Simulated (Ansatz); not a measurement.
Kick test of a cell of TiGe6Mo2

It was reached by relaxing an invented guess, and it needn't be the stable form of this composition.

Level of theory: DFT PBE, scalar-relativistic, plane waves, PAW in Ansatz. Cutoff 420 eV; k points 12×12×12 on the computed 9-atom cell (Γ-centred); Gaussian smearing, width 0.10 eV; no spin polarisation.

The cell below (9 atoms, space group Immm (No. 71)) is relaxed within its symmetry.

```
Ti Ge Mo
1.0
    -1.67309    4.19759    5.01984
     1.67309   -4.19759    5.01984
     1.67309    4.19759   -5.01984
Ti Ge Mo
1 6 2
Direct
  0.00000 0.00000 0.00000
  0.66178 0.00000 0.66178
  0.99170 0.33023 0.66146
  0.33123 0.66977 0.66146
  0.33822 0.00000 0.33822
  0.66877 0.33023 0.33854
  0.00830 0.66977 0.33854
  0.33337 0.33337 0.00000
  0.66663 0.66663 0.00000
```

For the test it was strained at random (σ = 1.5 % a component), the atoms were moved at random (σ = 0.15 Å), and all was relaxed again on a coarse 6×6×6 mesh (in the run’s order of axes) with 0.20 eV smearing, with no symmetry imposed.

Problem. Is the structure stable against such a distortion?

Solution. It returns, within 1 meV/atom of the unmoved cell on that mesh and with the same symmetry when read at 0.1 Å. No instability shows in this cell; modes of other wave vectors, which need another repeat, aren't tested.
